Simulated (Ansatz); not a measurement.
# Relaxing a structure of TaSi$_{2}$

The start is a generated trial cell of TaSi2 in the AFLOW prototype AB2_hP3_164_a_d (C6, as in CdI2). The cell and all atomic positions are relaxed at zero pressure with PBE (plane waves to 420 eV, PAW, scalar-relativistic; Ansatz, a program for electronic structure). The first steps use a coarse 8×8×5 k-mesh.

Initial structure:
```yaml
crystal:
  lattice:
    - [3.16609, 0.00000, 0.00000]
    - [-1.58304, 2.74191, 0.00000]
    - [0.00000, 0.00000, 5.10755]
  atoms:
    - { symbol: Ta, position: [0.00000, 0.00000, 0.00000] }
    - { symbol: Si, position: [0.33333, 0.66667, 0.25200] }
    - { symbol: Si, position: [0.66667, 0.33333, 0.74800] }
```

How large is the pressure on the unrelaxed cell, and of which sign?

+70 GPa (positive: the cell is compressed).

What is the largest force in the starting geometry, and on which atom (counted from 1)?

About 8.4 eV/Å, on Si2, Si3 (atoms numbered as listed).

By how much does the energy per atom fall from start to end?

1.85 eV/atom.

How does the volume change?

+4.9 %, from 14.78 to 15.51 Å³/atom.

Write out the relaxed structure.


```cif
data_Si2Ta
_chemical_formula_sum 'Ta1 Si2'
_space_group_name_H-M_alt 'P-3m1'
_space_group_IT_number 164
_space_group_name_Hall '-P 3 2"'
_cell_length_a 2.95154
_cell_length_b 2.95154
_cell_length_c 6.16766
_cell_angle_alpha 90.000
_cell_angle_beta 90.000
_cell_angle_gamma 120.000
loop_
_atom_site_label
_atom_site_type_symbol
_atom_site_symmetry_multiplicity
_atom_site_Wyckoff_symbol
_atom_site_fract_x
_atom_site_fract_y
_atom_site_fract_z
_atom_site_occupancy
Ta1 Ta 1 a 0.00000 0.00000 0.00000 1
Si1 Si 2 d 0.66667 0.33333 0.34055 1
```

The space group stays P-3m1 (No. 164) (the run could not lower it), with 3 atoms in the primitive cell. Final values are on a 18×18×8 k-mesh of the relaxed cell. No spin polarisation in the result. The relaxed primitive cell holds an odd number of electrons. A magnetic state may lie lower.

The run could not lose the symmetry of its start, so the end can be a saddle point.

The relaxed structure here is a generated cell of TaSi2: the first start was made by placing the elements on the sites of a structure type, and the end was not matched to a known phase here, so it may be hypothetical. Known forms of TaSi2 include space group No. 181.
